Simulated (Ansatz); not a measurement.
ScAl₂:
```xyz
3
Lattice="-1.5755 1.5755 5.6054 1.5755 -1.5755 5.6054 1.5755 1.5755 -5.6054" Properties=species:S:1:pos:R:3 pbc="T T T"
Sc     0.0000     0.0000     0.0000
Al     0.0000     0.0000     3.6240
Al     0.0000     0.0000     7.5869
```

Relaxed with PBE. Special points in fractions of this cell's reciprocal vectors: Γ (0.000, 0.000, 0.000); X (0.000, 0.000, 0.500); P (0.250, 0.250, 0.250); N (0.000, 0.500, 0.000); M (0.500, 0.500, -0.500); S (0.270, 0.730, -0.270); S0 (-0.270, 0.270, 0.270); R (-0.039, 0.039, 0.500); G (0.500, 0.500, -0.039).

Q: List the band energies nearest the Fermi level at these points for the program Ansatz at the PBE level (PAW).

A: In eV from the Fermi level; about four levels below and three above (degenerate sets whole), none deeper than 8.9 eV; points with the same levels are listed once.

```
k                    below           above
-  -----------------------  --------------
Γ        -4.44 -3.82 -0.05  1.87 1.87 2.01
X  -2.66 -1.57 -1.09 -0.87  0.62 1.89 2.62
P  -1.88 -0.57 -0.26 -0.26  1.52 3.04 3.04
N  -5.81 -2.85 -2.47 -0.25  1.96 2.02 2.44
M        -6.70 -0.52 -0.13  0.76 2.26 2.26
S  -5.41 -3.53 -1.88 -0.11  1.75 1.98 2.74
R  -2.62 -1.17 -1.03 -0.84  0.59 1.71 2.91
```

Space group I4/mmm (MoSi2 or CaC2 type). The cell is a constructed one: a structure type filled with these elements; neither database checked (COD, Materials Project) lists it. Whether it is the stable phase at ambient conditions was not checked. Symmetry was held in the PBE relaxation; whether a distortion lowers the energy is not shown. No spin polarisation was allowed.

Potentials: the earlier of the program's two PAW sets.
